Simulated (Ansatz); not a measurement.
Put Na2VCdC6N6 in Fm-3m (No. 225): Na on 8c; V on 4a; Cd on 4b; C on 24e; N on 24e. A trial structure of Na2VCdC6N6 was built thus: cyanide-bridged rock-salt net of two metals, 2 guest cations a cell.

Computed with Ansatz 0.2.0, DFT PBE, scalar-relativistic, plane waves, PAW. Cutoff 420 eV, Γ-centred mesh, Gaussian smearing, collinear spin.

The zero of energy is the elements' standard structures at the same level (N₂ as a molecule); no fitted shifts are applied.

Question: Predict the relaxed structure.

Answer:

Space group Fm-3m (No. 225). a = 11.174 Å, b = 11.174 Å, c = 11.174 Å, α = 90.00°, β = 90.00°, γ = 90.00°
```csv
atom,site,symmetry,x,y,z
Na,8c,-43m,0.2500,0.7500,0.7500
V,4a,m-3m,0.0000,0.0000,0.0000
Cd,4b,m-3m,0.5000,0.0000,0.0000
C,24e,4m.m,0.1869,0.0000,0.0000
N,24e,4m.m,0.2921,0.0000,0.0000
```

Na is surrounded by 12 N at 3.98 Å and 12 C at 4.01 Å (long against covalent radii, as for large ions); V is surrounded by 6 C at 2.09 Å; Cd has 6 N at 2.32 Å; C has 1 N at 1.18 Å, 1 V at 2.09 Å, 4 C at 2.95 Å, 1 Cd at 3.50 Å, 4 N at 3.87 Å and 4 Na at 4.01 Å; N is surrounded by 1 C at 1.18 Å, 1 Cd at 2.32 Å, 1 V at 3.26 Å, 4 N at 3.28 Å, 4 C at 3.87 Å and 4 Na at 3.98 Å. Another local minimum with the same sites may exist.

Question: Where does its energy lie, and is it a metal?

Answer: The energy over the elements is +0.157 eV/atom, the gap on the 4×4×4 mesh of the 16-atom cell is 1.19 eV and the net moment per atom is 0.19 μB. The moment by site is V 1.6 μB. A positive value: parting into the elements would lower its energy.

The last run used collinear spin and Gaussian smearing of 0.02 eV. Kohn–Sham gaps at this level usually fall short of measured ones. The reference form of C is held partly by dispersion forces, which this level lacks. The magnetic state reached may not be the lowest. A structure relaxed within its symmetry needn't be a true minimum. Site moments count only spheres around the atoms; the net moment includes the space between them.
